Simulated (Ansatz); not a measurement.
The cell below belongs to a search over invented structures; it isn't taken from experiment.

Input and command of a plane-wave DFT calculation in Ansatz:

```yaml
crystal:
  lattice:
    - [3.3172825705, 0.0, 0.0]
    - [-1.6586412853, 2.8728509776, 0.0]
    - [0.0, 0.0, 14.5993898359]
  atoms:
    - { symbol: Sn, position: [0.0, 0.0, 0.040456314] }
    - { symbol: Sn, position: [0.0, 0.0, 0.4418687503] }
    - { symbol: Te, position: [0.3333333333, 0.6666666667, 0.6674430854] }
    - { symbol: O, position: [0.3333333333, 0.6666666667, 0.1087448515] }
    - { symbol: O, position: [0.6666666667, 0.3333333333, 0.9713052757] }
    - { symbol: O, position: [0.6666666667, 0.3333333333, 0.3701817231] }
basis:
  ecutwfc: 420
kpoints:
  mp_grid: { grid: [12, 12, 4] }
hamiltonian:
  xc: pbe
scf:
  occupations: { method: gaussian, width: 0.1 }
output:
  forces: true
  stress: true
  eigenvalues: true
relax:
  adjacent_minimum: "off"
  f_tol: 0.01
  max_steps: 30
  cell: { stress_tol: 0.1, fix: [volume] }
```

```bash
ansatz run input.yaml --threads 1 --pin off --max-ram 2560MiB --backend cpu --events-out ev --progress --plain --runs-dir out
```

Processor: Arm Neoverse V1, 1 thread, on a host shared with other jobs.

Problem. Estimate time, memory and problem size.

Solution. About 4.9 min, peak memory 0.56 GiB. It solves 38 bands at 69 k points (after reduction by symmetry) with about 2775 plane waves, in 64 SCF iterations over 7 ionic steps.
